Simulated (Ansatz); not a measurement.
MnV2O6:
```cif
data_MnO6V2
_chemical_formula_sum 'Mn1 V2 O6'
_space_group_name_H-M_alt 'P 1'
_space_group_IT_number 1
_cell_length_a 4.97177
_cell_length_b 4.97177
_cell_length_c 6.69146
_cell_angle_alpha 68.875
_cell_angle_beta 111.125
_cell_angle_gamma 138.898
loop_
_space_group_symop_operation_xyz
  'x, y, z'
loop_
_atom_site_label
_atom_site_type_symbol
_atom_site_fract_x
_atom_site_fract_y
_atom_site_fract_z
_atom_site_occupancy
Mn1 Mn 0.00000 0.00000 0.50000 1
V1 V 0.19026 0.80974 0.15104 1
V2 V 0.80974 0.19026 0.84896 1
O1 O 0.34652 0.65348 0.38659 1
O2 O 0.65348 0.34652 0.61341 1
O3 O 0.03426 0.96574 0.21793 1
O4 O 0.96574 0.03426 0.78207 1
O5 O 0.30689 0.69311 0.93494 1
O6 O 0.69311 0.30689 0.06506 1
```
The run is spin-polarised; directions of the spins, atom by atom: ↑ 0 0 0 0 0 0 0 0.

Relaxed with r²SCAN.

Problem. Tabulate the valence density and the electron localisation function along the shortest V–O contact (1.68 Å), r²SCAN in the plane-wave PAW code Ansatz.

Solution. 

```csv
distance from V (Å),density (e/Å³),ELF
0.17,14.75,0.70
0.25,12.80,0.73
0.34,10.42,0.74
0.42,7.94,0.72
0.50,5.68,0.66
0.59,3.86,0.53
0.67,2.58,0.38
0.75,1.83,0.28
0.84,1.53,0.31
0.92,1.57,0.46
1.01,1.90,0.64
1.09,2.50,0.75
1.17,3.37,0.77
1.26,4.43,0.73
1.34,5.53,0.64
1.43,6.48,0.50
1.51,7.16,0.36
```

The density is the valence pseudo-density with augmentation charge, so density and ELF within about 1 Å of a nucleus are not all-electron values.

Space group C2/m. The first step of the workflow began from a Materials Project structure, measured or hypothetical; the Crystallography Open Database files this formula in space group No. 12, but the cells were not matched. Whether it is the stable phase at ambient conditions was not checked. Symmetry was held in the r²SCAN relaxation; its stability against distortions is not shown here. Spin order of the final state: ferromagnetic, chosen from 4 collinear starts compared on coarse meshes (ties went to the first, and starts can fall back to one state), not a proven ground state. Other orbital occupations within this spin state were not tried. No Hubbard U is applied.

Potentials: the later of the program's two PAW sets.
